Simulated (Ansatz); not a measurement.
Data:

B4C:
```cif
data_C6B24
_chemical_formula_sum 'B24 C6'
_space_group_name_H-M_alt 'Cm'
_space_group_IT_number 8
_space_group_name_Hall 'C -2y'
_cell_length_a 8.74242
_cell_length_b 5.57968
_cell_length_c 5.02774
_cell_angle_alpha 90.000
_cell_angle_beta 118.741
_cell_angle_gamma 90.000
loop_
_space_group_symop_operation_xyz
  'x, y, z'
  'x, -y, z'
  'x+1/2, y+1/2, z'
  'x+1/2, -y+1/2, z'
loop_
_atom_site_label
_atom_site_type_symbol
_atom_site_symmetry_multiplicity
_atom_site_Wyckoff_symbol
_atom_site_fract_x
_atom_site_fract_y
_atom_site_fract_z
_atom_site_occupancy
B1 B 2 a 0.00825 0.50000 0.16166 1
B2 B 4 b 0.33707 0.16093 0.51602 1
B3 B 4 b 0.16842 0.33750 0.49456 1
B4 B 2 a 0.19295 0.50000 0.81916 1
B5 B 2 a 0.31040 0.00000 0.18807 1
B6 B 4 b 0.44265 0.25448 0.30494 1
B7 B 4 b 0.06065 0.24316 0.70119 1
B8 B 2 a 0.49960 0.50000 0.01212 1
C1 C 2 a 0.49669 0.00000 0.82437 1
C2 C 2 a 0.37440 0.50000 0.11870 1
C3 C 2 a 0.12149 0.00000 0.89639 1
```
(The calculation used a cell of 15 atoms; values per cell refer to that cell.)

This is the PBEsol-relaxed structure.

Question: All from plane-wave PAW PBEsol (Ansatz code), unless another level is named. Predict the zero-point energy.

Answer: 138.1 meV/atom.

Question: What about the highest zone-centre frequency (without LO–TO term)?

Answer: 1591 cm⁻¹.

Question: Next, the Young's modulus?

Answer: 465 GPa.

The first step of the workflow began from a Materials Project structure, measured or hypothetical; the Crystallography Open Database copy checked does not list it. Its standing as an ambient phase is unchecked. Symmetry was held in the PBEsol relaxation; whether a distortion lowers the energy is not shown.

Potentials: the earlier of the program's two PAW sets. The files were generated under PBE; for other functionals the program regenerates the frozen cores, and for LDA and PBEsol the local potential too.
